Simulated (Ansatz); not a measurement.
CdTe (rock salt, space group No. 225), DFT-LDA in the program Ansatz with PAW potentials, all energies at zero smearing, with the estimated change up to a 700 eV cutoff added, with one set of potentials and settings (totals compare only within such a set). Cell of 2 atoms (1 Cd, 1 Te): -14945.727 eV.

```
element                reference phase  E (eV/atom)
-------  -----------------------------  -----------
Cd       P6_3/mmc, 2 atoms in the cell   -8117.9502
Te         P3_121, 3 atoms in the cell   -6827.2741
```

Formation energy per atom, worked out: (-14945.727 − 1×(-8117.9502) − 1×(-6827.2741))/2 = -0.251 eV/atom (-24 kJ per mol of atoms), at 0 K, without zero-point energy or fitted corrections.

Space group Fm-3m (rock salt). This is a known high-pressure phase of the composition, computed here at zero pressure and temperature. The cell was relaxed with LDA under the symmetry of its start; of distortions, only those at the zone centre were tested. The references are the lowest solids computed at this level, not always the standard phases. Spin–orbit coupling is left out wherever it is not named.

Potentials: the earlier of the program's two PAW sets.
